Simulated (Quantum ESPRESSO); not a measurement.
Mg3AlOF7 (made-up cell), MgAl2F8 (made-up cell, one site empty) (calculated)

Computed with Quantum ESPRESSO 7.5. Calculation on a made-up crystal cell, not a measurement: periodic Kohn-Sham density functional theory in plane waves with PseudoDojo standard norm-conserving scalar-relativistic pseudopotentials, each functional with its own files (v0.5 for PBE, v0.4.1 for LDA and PBEsol), no spin polarisation, no spin-orbit coupling, atoms not relaxed, stress positive in tension, energies less a fixed whole-eV offset for each atom's element; levels are Kohn-Sham levels at fractions of this cell's reciprocal vectors, counted from the reference band (half the neutral cell's valence electrons, rounded up) at Gamma; error bars cover cutoff and k-mesh only, not smearing or the files; each bar is the largest change over components, and at least 0.002 eV, 0.002 eV per angstrom or 0.02 GPa; added strain carries the atoms with the cell, and shear is the tensor component; no dispersion term; energies are for the whole cell, and the offsets were chosen from early runs and are not element reference energies.

Settings shared by all entries: lattice type rutile, doubled along c; functional pbe; cutoff 1143 eV; fermi dirac smearing 0.025 eV; scf tolerance 1e-07 eV; electrons removed 0; added strain kind uniform; k mesh 5 x 5 x 4, shifted by half a step.

```json
{"entry": 1, "formula": "Mg3AlOF7", "kind": "made-up cell", "unstrained_structure": {"cell_angstrom": [[4.6773, 0.0, 0.0], [0.0, 4.6773, 0.0], [0.0, 0.0, 6.1633]], "atoms_fractional": [["Mg", -0.01214, -0.00066, 0.00967], ["Mg", 0.51942, 0.51284, 0.24385], ["Al", -0.0009, -0.00547, 0.51266], ["Mg", 0.48825, 0.51314, 0.73881], ["F", 0.30817, 0.32673, -0.00586], ["F", 0.66327, 0.70438, 0.00378], ["F", 0.81438, 0.19535, 0.25251], ["F", 0.18851, 0.80185, 0.25712], ["F", 0.29515, 0.2829, 0.49993], ["O", 0.6942, 0.67293, 0.50343], ["F", 0.80437, 0.19094, 0.75429], ["F", 0.18449, 0.79939, 0.76474]]}, "given": {"added_strain": -0.0202, "structure_shown": "before the added strain of -0.0202", "atom_site": [1, 2, 3, 4, 5, 6, 7, 8, 9, 10, 11, 12], "atom_energy_offset [eV]": [-1617, -1617, -64, -1617, -677, -677, -677, -677, -677, -452, -677, -677]}, "results": {"free_energy_less_offsets [eV]": 27.24, "scf_iterations": 10, "smearing_term_minus_ts [eV]": 0.0, "pressure [GPa]": 3.825, "stress_xx [GPa]": -2.319, "stress_yy [GPa]": -2.199, "stress_zz [GPa]": -6.956, "stress_yz [GPa]": 0.8759, "stress_xz [GPa]": 1.351, "stress_xy [GPa]": 5.082, "force_site": [1, 2, 3, 4, 5, 6, 7, 8, 9, 10, 11, 12], "force_x [eV/angstrom]": [0.2946, -0.5013, -1.895, 0.6435, -0.7903, 1.38, 0.2576, -0.4136, -1.371, 2.508, 0.5616, -0.6742], "force_y [eV/angstrom]": [-0.1223, -0.3753, -1.803, -0.3017, -1.178, 1.115, -0.3267, 0.6314, -1.333, 3.051, -0.385, 1.028], "force_z [eV/angstrom]": [-0.2081, 1.369, -0.4574, 0.2986, 0.288, -0.9366, 1.011, 0.7936, -0.005702, -0.2804, -0.7885, -1.083], "reference_band": 44, "level_k_point": ["Gamma", "(1/2,1/2,1/2)", "(0.15,0,0)", "(0,0.15,0)", "(0,0,0.15)"], "next_band_up [eV]": [3.549, 6.079, 3.849, 3.851, 3.722], "error_bar_energy [eV]": 0.004464, "error_bar_stress [GPa]": 0.02205, "error_bar_force [eV/angstrom]": 0.002096, "error_bar_next_band_up [eV]": 0.002, "error_bars_from": "tighter rerun of a related cell"}}
{"entry": 2, "formula": "Mg3AlOF7", "kind": "made-up cell", "unstrained_structure": {"cell_angstrom": [[4.6773, 0.0, 0.0], [0.0, 4.6773, 0.0], [0.0, 0.0, 6.1633]], "atoms_fractional": [["Mg", -0.01214, -0.00066, 0.00967], ["Mg", 0.51942, 0.51284, 0.24385], ["Al", -0.0009, -0.00547, 0.51266], ["Mg", 0.48825, 0.51314, 0.73881], ["F", 0.30817, 0.32673, -0.00586], ["F", 0.66327, 0.70438, 0.00378], ["F", 0.81438, 0.19535, 0.25251], ["F", 0.18851, 0.80185, 0.25712], ["F", 0.29515, 0.2829, 0.49993], ["O", 0.6942, 0.67293, 0.50343], ["F", 0.80437, 0.19094, 0.75429], ["F", 0.18449, 0.79939, 0.76474]]}, "given": {"added_strain": -0.008, "structure_shown": "before the added strain of -0.008", "atom_site": [1, 2, 3, 4, 5, 6, 7, 8, 9, 10, 11, 12], "atom_energy_offset [eV]": [-1617, -1617, -64, -1617, -677, -677, -677, -677, -677, -452, -677, -677]}, "results": {"free_energy_less_offsets [eV]": 27.19, "scf_iterations": 10, "smearing_term_minus_ts [eV]": 0.0, "pressure [GPa]": -0.5599, "stress_xx [GPa]": 1.621, "stress_yy [GPa]": 1.738, "stress_zz [GPa]": -1.679, "stress_yz [GPa]": 0.7999, "stress_xz [GPa]": 1.093, "stress_xy [GPa]": 5.022, "force_site": [1, 2, 3, 4, 5, 6, 7, 8, 9, 10, 11, 12], "force_x [eV/angstrom]": [0.2426, -0.3814, -1.815, 0.6376, -0.663, 1.245, 0.322, -0.4632, -1.374, 2.287, 0.6453, -0.6823], "force_y [eV/angstrom]": [-0.115, -0.2463, -1.728, -0.2001, -1.032, 0.9558, -0.391, 0.6852, -1.323, 2.834, -0.4736, 1.033], "force_z [eV/angstrom]": [-0.1749, 1.258, -0.4163, 0.2322, 0.2535, -0.801, 0.9274, 0.7726, 0.04012, -0.2475, -0.7831, -1.061], "reference_band": 44, "level_k_point": ["Gamma", "(1/2,1/2,1/2)", "(0.15,0,0)", "(0,0.15,0)", "(0,0,0.15)"], "next_band_up [eV]": [3.25, 5.634, 3.544, 3.546, 3.418], "error_bar_energy [eV]": 0.004464, "error_bar_stress [GPa]": 0.02205, "error_bar_force [eV/angstrom]": 0.002096, "error_bar_next_band_up [eV]": 0.002, "error_bars_from": "tighter rerun of a related cell"}}
{"entry": 3, "formula": "Mg3AlOF7", "kind": "made-up cell", "unstrained_structure": {"cell_angstrom": [[4.6773, 0.0, 0.0], [0.0, 4.6773, 0.0], [0.0, 0.0, 6.1633]], "atoms_fractional": [["Mg", -0.01214, -0.00066, 0.00967], ["Mg", 0.51942, 0.51284, 0.24385], ["Al", -0.0009, -0.00547, 0.51266], ["Mg", 0.48825, 0.51314, 0.73881], ["F", 0.30817, 0.32673, -0.00586], ["F", 0.66327, 0.70438, 0.00378], ["F", 0.81438, 0.19535, 0.25251], ["F", 0.18851, 0.80185, 0.25712], ["F", 0.29515, 0.2829, 0.49993], ["O", 0.6942, 0.67293, 0.50343], ["F", 0.80437, 0.19094, 0.75429], ["F", 0.18449, 0.79939, 0.76474]]}, "given": {"added_strain": 0.0055, "structure_shown": "before the added strain of 0.0055", "atom_site": [1, 2, 3, 4, 5, 6, 7, 8, 9, 10, 11, 12], "atom_energy_offset [eV]": [-1617, -1617, -64, -1617, -677, -677, -677, -677, -677, -452, -677, -677]}, "results": {"free_energy_less_offsets [eV]": 27.28, "scf_iterations": 10, "smearing_term_minus_ts [eV]": 0.0, "pressure [GPa]": -4.617, "stress_xx [GPa]": 5.254, "stress_yy [GPa]": 5.368, "stress_zz [GPa]": 3.229, "stress_yz [GPa]": 0.7242, "stress_xz [GPa]": 0.8453, "stress_xy [GPa]": 4.94, "force_site": [1, 2, 3, 4, 5, 6, 7, 8, 9, 10, 11, 12], "force_x [eV/angstrom]": [0.1928, -0.2621, -1.732, 0.6286, -0.535, 1.109, 0.3821, -0.5107, -1.372, 2.062, 0.7246, -0.6875], "force_y [eV/angstrom]": [-0.1085, -0.1187, -1.649, -0.09932, -0.8861, 0.7963, -0.4512, 0.7362, -1.308, 2.612, -0.5581, 1.035], "force_z [eV/angstrom]": [-0.1409, 1.146, -0.3758, 0.1684, 0.2186, -0.6654, 0.8429, 0.7494, 0.08569, -0.2151, -0.7765, -1.037], "reference_band": 44, "level_k_point": ["Gamma", "(1/2,1/2,1/2)", "(0.15,0,0)", "(0,0.15,0)", "(0,0,0.15)"], "next_band_up [eV]": [2.937, 5.169, 3.223, 3.226, 3.099], "error_bar_energy [eV]": 0.004464, "error_bar_stress [GPa]": 0.02205, "error_bar_force [eV/angstrom]": 0.002096, "error_bar_next_band_up [eV]": 0.002, "error_bars_from": "tighter rerun of a related cell"}}
{"entry": 4, "formula": "Mg3AlOF7", "kind": "made-up cell", "unstrained_structure": {"cell_angstrom": [[4.6773, 0.0, 0.0], [0.0, 4.6773, 0.0], [0.0, 0.0, 6.1633]], "atoms_fractional": [["Mg", -0.01214, -0.00066, 0.00967], ["Mg", 0.51942, 0.51284, 0.24385], ["Al", -0.0009, -0.00547, 0.51266], ["Mg", 0.48825, 0.51314, 0.73881], ["F", 0.30817, 0.32673, -0.00586], ["F", 0.66327, 0.70438, 0.00378], ["F", 0.81438, 0.19535, 0.25251], ["F", 0.18851, 0.80185, 0.25712], ["F", 0.29515, 0.2829, 0.49993], ["O", 0.6942, 0.67293, 0.50343], ["F", 0.80437, 0.19094, 0.75429], ["F", 0.18449, 0.79939, 0.76474]]}, "given": {"added_strain": 0.0146, "structure_shown": "before the added strain of 0.0146", "atom_site": [1, 2, 3, 4, 5, 6, 7, 8, 9, 10, 11, 12], "atom_energy_offset [eV]": [-1617, -1617, -64, -1617, -677, -677, -677, -677, -677, -452, -677, -677]}, "results": {"free_energy_less_offsets [eV]": 27.41, "scf_iterations": 11, "smearing_term_minus_ts [eV]": 0.0, "pressure [GPa]": -6.937, "stress_xx [GPa]": 7.326, "stress_yy [GPa]": 7.436, "stress_zz [GPa]": 6.048, "stress_yz [GPa]": 0.6775, "stress_xz [GPa]": 0.6975, "stress_xy [GPa]": 4.877, "force_site": [1, 2, 3, 4, 5, 6, 7, 8, 9, 10, 11, 12], "force_x [eV/angstrom]": [0.162, -0.1892, -1.679, 0.6238, -0.4572, 1.026, 0.4187, -0.5396, -1.369, 1.922, 0.7725, -0.6912], "force_y [eV/angstrom]": [-0.1043, -0.04081, -1.598, -0.03748, -0.7968, 0.6988, -0.4872, 0.7661, -1.298, 2.471, -0.6091, 1.036], "force_z [eV/angstrom]": [-0.1218, 1.076, -0.349, 0.1284, 0.1975, -0.582, 0.7903, 0.7343, 0.1123, -0.1943, -0.7709, -1.02], "reference_band": 44, "level_k_point": ["Gamma", "(1/2,1/2,1/2)", "(0.15,0,0)", "(0,0.15,0)", "(0,0,0.15)"], "next_band_up [eV]": [2.734, 4.869, 3.016, 3.019, 2.892], "error_bar_energy [eV]": 0.004464, "error_bar_stress [GPa]": 0.02205, "error_bar_force [eV/angstrom]": 0.002096, "error_bar_next_band_up [eV]": 0.002, "error_bars_from": "tighter rerun of this cell"}}
{"entry": 5, "formula": "Mg3AlOF7", "kind": "made-up cell", "unstrained_structure": {"cell_angstrom": [[4.6773, 0.0, 0.0], [0.0, 4.6773, 0.0], [0.0, 0.0, 6.1633]], "atoms_fractional": [["Mg", -0.01214, -0.00066, 0.00967], ["Mg", 0.51942, 0.51284, 0.24385], ["Al", -0.0009, -0.00547, 0.51266], ["Mg", 0.48825, 0.51314, 0.73881], ["F", 0.30817, 0.32673, -0.00586], ["F", 0.66327, 0.70438, 0.00378], ["F", 0.81438, 0.19535, 0.25251], ["F", 0.18851, 0.80185, 0.25712], ["F", 0.29515, 0.2829, 0.49993], ["O", 0.6942, 0.67293, 0.50343], ["F", 0.80437, 0.19094, 0.75429], ["F", 0.18449, 0.79939, 0.76474]]}, "given": {"added_strain": 0.0186, "structure_shown": "before the added strain of 0.0186", "atom_site": [1, 2, 3, 4, 5, 6, 7, 8, 9, 10, 11, 12], "atom_energy_offset [eV]": [-1617, -1617, -64, -1617, -677, -677, -677, -677, -677, -452, -677, -677]}, "results": {"free_energy_less_offsets [eV]": 27.49, "scf_iterations": 11, "smearing_term_minus_ts [eV]": 0.0, "pressure [GPa]": -7.863, "stress_xx [GPa]": 8.151, "stress_yy [GPa]": 8.26, "stress_zz [GPa]": 7.177, "stress_yz [GPa]": 0.658, "stress_xz [GPa]": 0.6369, "stress_xy [GPa]": 4.847, "force_site": [1, 2, 3, 4, 5, 6, 7, 8, 9, 10, 11, 12], "force_x [eV/angstrom]": [0.1494, -0.1592, -1.655, 0.6203, -0.4247, 0.9907, 0.4336, -0.551, -1.367, 1.864, 0.7916, -0.6916], "force_y [eV/angstrom]": [-0.1018, -0.008785, -1.577, -0.01232, -0.7594, 0.6579, -0.5024, 0.7781, -1.293, 2.413, -0.6301, 1.035], "force_z [eV/angstrom]": [-0.1118, 1.044, -0.339, 0.1131, 0.189, -0.5467, 0.7678, 0.7277, 0.1238, -0.1854, -0.7687, -1.014], "reference_band": 44, "level_k_point": ["Gamma", "(1/2,1/2,1/2)", "(0.15,0,0)", "(0,0.15,0)", "(0,0,0.15)"], "next_band_up [eV]": [2.648, 4.742, 2.928, 2.931, 2.805], "error_bar_energy [eV]": 0.004464, "error_bar_stress [GPa]": 0.02205, "error_bar_force [eV/angstrom]": 0.002096, "error_bar_next_band_up [eV]": 0.002, "error_bars_from": "tighter rerun of a related cell"}}
{"entry": 6, "formula": "Mg3AlOF7", "kind": "made-up cell", "unstrained_structure": {"cell_angstrom": [[4.6773, 0.0, 0.0], [0.0, 4.6773, 0.0], [0.0, 0.0, 6.1633]], "atoms_fractional": [["Mg", -0.01214, -0.00066, 0.00967], ["Mg", 0.51942, 0.51284, 0.24385], ["Al", -0.0009, -0.00547, 0.51266], ["Mg", 0.48825, 0.51314, 0.73881], ["F", 0.30817, 0.32673, -0.00586], ["F", 0.66327, 0.70438, 0.00378], ["F", 0.81438, 0.19535, 0.25251], ["F", 0.18851, 0.80185, 0.25712], ["F", 0.29515, 0.2829, 0.49993], ["O", 0.6942, 0.67293, 0.50343], ["F", 0.80437, 0.19094, 0.75429], ["F", 0.18449, 0.79939, 0.76474]]}, "given": {"added_strain": 0.022, "structure_shown": "before the added strain of 0.022", "atom_site": [1, 2, 3, 4, 5, 6, 7, 8, 9, 10, 11, 12], "atom_energy_offset [eV]": [-1617, -1617, -64, -1617, -677, -677, -677, -677, -677, -452, -677, -677]}, "results": {"free_energy_less_offsets [eV]": 27.56, "scf_iterations": 11, "smearing_term_minus_ts [eV]": 0.0, "pressure [GPa]": -8.609, "stress_xx [GPa]": 8.815, "stress_yy [GPa]": 8.923, "stress_zz [GPa]": 8.089, "stress_yz [GPa]": 0.642, "stress_xz [GPa]": 0.5884, "stress_xy [GPa]": 4.821, "force_site": [1, 2, 3, 4, 5, 6, 7, 8, 9, 10, 11, 12], "force_x [eV/angstrom]": [0.1384, -0.1337, -1.637, 0.6185, -0.3978, 0.9618, 0.4454, -0.5604, -1.365, 1.815, 0.8072, -0.6923], "force_y [eV/angstrom]": [-0.09988, 0.01743, -1.558, 0.008153, -0.7285, 0.6242, -0.5143, 0.788, -1.288, 2.364, -0.6468, 1.034], "force_z [eV/angstrom]": [-0.1051, 1.019, -0.3292, 0.1003, 0.1816, -0.5181, 0.7493, 0.722, 0.1327, -0.1791, -0.7662, -1.008], "reference_band": 44, "level_k_point": ["Gamma", "(1/2,1/2,1/2)", "(0.15,0,0)", "(0,0.15,0)", "(0,0,0.15)"], "next_band_up [eV]": [2.576, 4.635, 2.854, 2.857, 2.731], "error_bar_energy [eV]": 0.004464, "error_bar_stress [GPa]": 0.02205, "error_bar_force [eV/angstrom]": 0.002096, "error_bar_next_band_up [eV]": 0.002, "error_bars_from": "tighter rerun of a related cell"}}
{"entry": 7, "formula": "MgAl2F8", "kind": "made-up cell, one site empty", "unstrained_structure": {"cell_angstrom": [[4.6776, 0.0097, 0.0207], [0.0097, 4.5599, 0.039], [0.0274, 0.0517, 6.1461]], "atoms_fractional": [["Al", 0.52256, 0.50477, 0.25802], ["Al", -0.01376, -0.02261, 0.46676], ["Mg", 0.50456, 0.52743, 0.75819], ["F", 0.3225, 0.29095, 0.00498], ["F", 0.65312, 0.6869, -0.02984], ["F", 0.80854, 0.21982, 0.26104], ["F", 0.1645, 0.8178, 0.25982], ["F", 0.29515, 0.33154, 0.49955], ["F", 0.69887, 0.65954, 0.49881], ["F", 0.80522, 0.21638, 0.76238], ["F", 0.19451, 0.80882, 0.73465]]}, "given": {"empty_site": 1, "added_strain": -0.0245, "structure_shown": "before the added strain of -0.0245", "atom_site": [2, 3, 4, 5, 6, 7, 8, 9, 10, 11, 12], "atom_energy_offset [eV]": [-64, -64, -1617, -677, -677, -677, -677, -677, -677, -677, -677]}, "results": {"free_energy_less_offsets [eV]": 36.53, "scf_iterations": 10, "smearing_term_minus_ts [eV]": 0.0, "pressure [GPa]": 2.111, "stress_xx [GPa]": -5.323, "stress_yy [GPa]": -6.087, "stress_zz [GPa]": 5.078, "stress_yz [GPa]": -5.385, "stress_xz [GPa]": -0.5735, "stress_xy [GPa]": -3.162, "force_site": [2, 3, 4, 5, 6, 7, 8, 9, 10, 11, 12], "force_x [eV/angstrom]": [-2.06, 0.2305, -2.997, 0.3878, 2.671, -0.5658, 2.13, -0.07313, 1.128, 0.4336, -1.286], "force_y [eV/angstrom]": [-1.342, 2.196, -3.789, 0.8196, 2.887, -0.1825, -1.821, -0.8127, 2.321, -1.21, 0.9332], "force_z [eV/angstrom]": [-4.373, 5.331, -1.69, 2.578, 7.514, 0.9912, -0.7536, -1.769, -2.109, -2.943, -2.776], "reference_band": 36, "level_k_point": ["Gamma", "(1/2,1/2,1/2)", "(0.15,0,0)", "(0,0.15,0)", "(0,0,0.15)"], "next_band_up [eV]": [3.956, 6.404, 4.203, 4.212, 4.088], "error_bar_energy [eV]": 0.00382, "error_bar_stress [GPa]": 0.02, "error_bar_force [eV/angstrom]": 0.002601, "error_bar_next_band_up [eV]": 0.002, "error_bars_from": "tighter rerun of a related cell"}}
{"entry": 8, "formula": "MgAl2F8", "kind": "made-up cell, one site empty", "unstrained_structure": {"cell_angstrom": [[4.6776, 0.0097, 0.0207], [0.0097, 4.5599, 0.039], [0.0274, 0.0517, 6.1461]], "atoms_fractional": [["Al", 0.52256, 0.50477, 0.25802], ["Al", -0.01376, -0.02261, 0.46676], ["Mg", 0.50456, 0.52743, 0.75819], ["F", 0.3225, 0.29095, 0.00498], ["F", 0.65312, 0.6869, -0.02984], ["F", 0.80854, 0.21982, 0.26104], ["F", 0.1645, 0.8178, 0.25982], ["F", 0.29515, 0.33154, 0.49955], ["F", 0.69887, 0.65954, 0.49881], ["F", 0.80522, 0.21638, 0.76238], ["F", 0.19451, 0.80882, 0.73465]]}, "given": {"empty_site": 1, "added_strain": -0.0108, "structure_shown": "before the added strain of -0.0108", "atom_site": [2, 3, 4, 5, 6, 7, 8, 9, 10, 11, 12], "atom_energy_offset [eV]": [-64, -64, -1617, -677, -677, -677, -677, -677, -677, -677, -677]}, "results": {"free_energy_less_offsets [eV]": 36.54, "scf_iterations": 10, "smearing_term_minus_ts [eV]": 0.0, "pressure [GPa]": -2.494, "stress_xx [GPa]": -0.9655, "stress_yy [GPa]": -1.705, "stress_zz [GPa]": 10.15, "stress_yz [GPa]": -4.645, "stress_xz [GPa]": -0.4179, "stress_xy [GPa]": -3.345, "force_site": [2, 3, 4, 5, 6, 7, 8, 9, 10, 11, 12], "force_x [eV/angstrom]": [-1.834, 0.3856, -2.685, 0.566, 2.219, -0.604, 1.78, 0.06695, 0.9457, 0.321, -1.161], "force_y [eV/angstrom]": [-1.441, 1.936, -3.434, 0.9905, 2.389, -0.1377, -1.513, -0.6592, 2.11, -1.065, 0.8244], "force_z [eV/angstrom]": [-4.08, 4.715, -1.309, 2.499, 6.892, 1.163, -0.2516, -1.783, -2.121, -2.913, -2.812], "reference_band": 36, "level_k_point": ["Gamma", "(1/2,1/2,1/2)", "(0.15,0,0)", "(0,0.15,0)", "(0,0,0.15)"], "next_band_up [eV]": [3.631, 5.976, 3.871, 3.879, 3.759], "error_bar_energy [eV]": 0.00382, "error_bar_stress [GPa]": 0.02, "error_bar_force [eV/angstrom]": 0.002601, "error_bar_next_band_up [eV]": 0.002, "error_bars_from": "tighter rerun of a related cell"}}
{"entry": 9, "formula": "MgAl2F8", "kind": "made-up cell, one site empty", "unstrained_structure": {"cell_angstrom": [[4.6776, 0.0097, 0.0207], [0.0097, 4.5599, 0.039], [0.0274, 0.0517, 6.1461]], "atoms_fractional": [["Al", 0.52256, 0.50477, 0.25802], ["Al", -0.01376, -0.02261, 0.46676], ["Mg", 0.50456, 0.52743, 0.75819], ["F", 0.3225, 0.29095, 0.00498], ["F", 0.65312, 0.6869, -0.02984], ["F", 0.80854, 0.21982, 0.26104], ["F", 0.1645, 0.8178, 0.25982], ["F", 0.29515, 0.33154, 0.49955], ["F", 0.69887, 0.65954, 0.49881], ["F", 0.80522, 0.21638, 0.76238], ["F", 0.19451, 0.80882, 0.73465]]}, "given": {"empty_site": 1, "added_strain": -0.0088, "structure_shown": "before the added strain of -0.0088", "atom_site": [2, 3, 4, 5, 6, 7, 8, 9, 10, 11, 12], "atom_energy_offset [eV]": [-64, -64, -1617, -677, -677, -677, -677, -677, -677, -677, -677]}, "results": {"free_energy_less_offsets [eV]": 36.55, "scf_iterations": 11, "smearing_term_minus_ts [eV]": 0.0, "pressure [GPa]": -3.091, "stress_xx [GPa]": -0.4009, "stress_yy [GPa]": -1.135, "stress_zz [GPa]": 10.81, "stress_yz [GPa]": -4.543, "stress_xz [GPa]": -0.3963, "stress_xy [GPa]": -3.369, "force_site": [2, 3, 4, 5, 6, 7, 8, 9, 10, 11, 12], "force_x [eV/angstrom]": [-1.804, 0.4079, -2.642, 0.59, 2.155, -0.6083, 1.732, 0.08608, 0.9208, 0.3052, -1.143], "force_y [eV/angstrom]": [-1.455, 1.901, -3.383, 1.014, 2.319, -0.1328, -1.471, -0.6375, 2.082, -1.045, 0.8084], "force_z [eV/angstrom]": [-4.04, 4.629, -1.254, 2.488, 6.803, 1.186, -0.1815, -1.784, -2.121, -2.908, -2.817], "reference_band": 36, "level_k_point": ["Gamma", "(1/2,1/2,1/2)", "(0.15,0,0)", "(0,0.15,0)", "(0,0,0.15)"], "next_band_up [eV]": [3.584, 5.915, 3.823, 3.831, 3.712], "error_bar_energy [eV]": 0.00382, "error_bar_stress [GPa]": 0.02, "error_bar_force [eV/angstrom]": 0.002601, "error_bar_next_band_up [eV]": 0.002, "error_bars_from": "tighter rerun of a related cell"}}
{"entry": 10, "formula": "MgAl2F8", "kind": "made-up cell, one site empty", "unstrained_structure": {"cell_angstrom": [[4.6776, 0.0097, 0.0207], [0.0097, 4.5599, 0.039], [0.0274, 0.0517, 6.1461]], "atoms_fractional": [["Al", 0.52256, 0.50477, 0.25802], ["Al", -0.01376, -0.02261, 0.46676], ["Mg", 0.50456, 0.52743, 0.75819], ["F", 0.3225, 0.29095, 0.00498], ["F", 0.65312, 0.6869, -0.02984], ["F", 0.80854, 0.21982, 0.26104], ["F", 0.1645, 0.8178, 0.25982], ["F", 0.29515, 0.33154, 0.49955], ["F", 0.69887, 0.65954, 0.49881], ["F", 0.80522, 0.21638, 0.76238], ["F", 0.19451, 0.80882, 0.73465]]}, "given": {"empty_site": 1, "added_strain": -0.0014, "structure_shown": "before the added strain of -0.0014", "atom_site": [2, 3, 4, 5, 6, 7, 8, 9, 10, 11, 12], "atom_energy_offset [eV]": [-64, -64, -1617, -677, -677, -677, -677, -677, -677, -677, -677]}, "results": {"free_energy_less_offsets [eV]": 36.63, "scf_iterations": 11, "smearing_term_minus_ts [eV]": 0.0, "pressure [GPa]": -5.161, "stress_xx [GPa]": 1.569, "stress_yy [GPa]": 0.8483, "stress_zz [GPa]": 13.07, "stress_yz [GPa]": -4.194, "stress_xz [GPa]": -0.3213, "stress_xy [GPa]": -3.439, "force_site": [2, 3, 4, 5, 6, 7, 8, 9, 10, 11, 12], "force_x [eV/angstrom]": [-1.693, 0.4797, -2.49, 0.6745, 1.936, -0.6259, 1.562, 0.1537, 0.8332, 0.2509, -1.082], "force_y [eV/angstrom]": [-1.503, 1.775, -3.206, 1.095, 2.078, -0.1116, -1.323, -0.5628, 1.978, -0.9752, 0.7548], "force_z [eV/angstrom]": [-3.893, 4.329, -1.071, 2.447, 6.497, 1.267, 0.0565, -1.789, -2.125, -2.889, -2.83], "reference_band": 36, "level_k_point": ["Gamma", "(1/2,1/2,1/2)", "(0.15,0,0)", "(0,0.15,0)", "(0,0,0.15)"], "next_band_up [eV]": [3.416, 5.691, 3.651, 3.659, 3.542], "error_bar_energy [eV]": 0.00382, "error_bar_stress [GPa]": 0.02, "error_bar_force [eV/angstrom]": 0.002601, "error_bar_next_band_up [eV]": 0.002, "error_bars_from": "tighter rerun of a related cell"}}
```
